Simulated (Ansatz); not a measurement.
Input:

HgO:
```
CELL_PARAMETERS angstrom
      3.28782     0.00000     0.00000
     -1.64391     2.84734     0.00000
      0.00000     0.00000     3.02335
ATOMIC_POSITIONS crystal
  Hg 0.00000 0.00000 0.00000
  O  0.66667 0.33333 0.50000
```

This is the PBEsol-relaxed structure. Cartesian axes are those of the cell as given.

Task: All from PBEsol in the plane-wave PAW code Ansatz, unless another level is named. Predict the bulk modulus (Birch–Murnaghan fit).

Result: 1230 kbar.

Task: Predict the elastic constants (relaxed ions, GPa).

Result: C11 = 154, C12 = 98.3, C13 = 105, C33 = 252, C44 = -21.6.

Task: What about the highest zone-centre frequency?

Result: 223 cm⁻¹.

Space group P-6m2. The cell is a constructed one: a structure type filled with these elements; neither database checked (COD, Materials Project) lists it. COD files the formula under space group No. 44, 62, so this cell is another polymorph or a model. Whether it is the stable phase at ambient conditions was not checked. The cell was relaxed with PBEsol under the symmetry of its start. At this level the phase is mechanically unstable. As this level gives no gap, shear constants depend on the k-mesh and smearing (Fermi–Dirac, 0.1 eV here). As this level gives no gap, phonon frequencies hold no LO–TO term and depend on the k-mesh and smearing (Fermi–Dirac, 0.1 eV here). Scalar-relativistic: spin–orbit coupling is off unless named, which matters more the heavier the elements.

Potentials: the later of the program's two PAW sets.
